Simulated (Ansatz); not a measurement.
# Al2O3 (R-3c), zone-centre modes

Level of theory: DFT PBE, scalar-relativistic, plane waves, PAW in Ansatz 0.2.0. The runs took a 420 eV cutoff, a Γ-centred 6×6×6 mesh and Gaussian smearing (0.05 eV). No spin polarisation.

The undisturbed cell (relaxed at this level):

```
Al O
1.0
     2.40435    1.38815    4.37448
    -2.40435    1.38815    4.37448
     0.00000   -2.77631    4.37448
Al O
4 6
Direct
  0.85215 0.85215 0.85215
  0.64785 0.64785 0.64785
  0.14785 0.14785 0.14785
  0.35215 0.35215 0.35215
  0.05618 0.44382 0.75000
  0.75000 0.05618 0.44382
  0.44382 0.75000 0.05618
  0.94382 0.55618 0.25000
  0.25000 0.94382 0.55618
  0.55618 0.25000 0.94382
```

Harmonic modes by finite displacements of 0.02 Å, without the LO–TO term.

Question: At this geometry, is the structure stable against these modes?

Answer: Yes: no mode is imaginary beyond 10 cm⁻¹, and only the three translations lie near zero.

Question: List the wavenumbers in cm⁻¹.

Answer: 0, 0, 0, 285, 358, 358, 363, 363, 374, 394, 406, 406, 414, 414, 425, 425, 511, 537, 537, 549, 550, 550, 577, 601, 601, 609, 663, 713, 713, 718.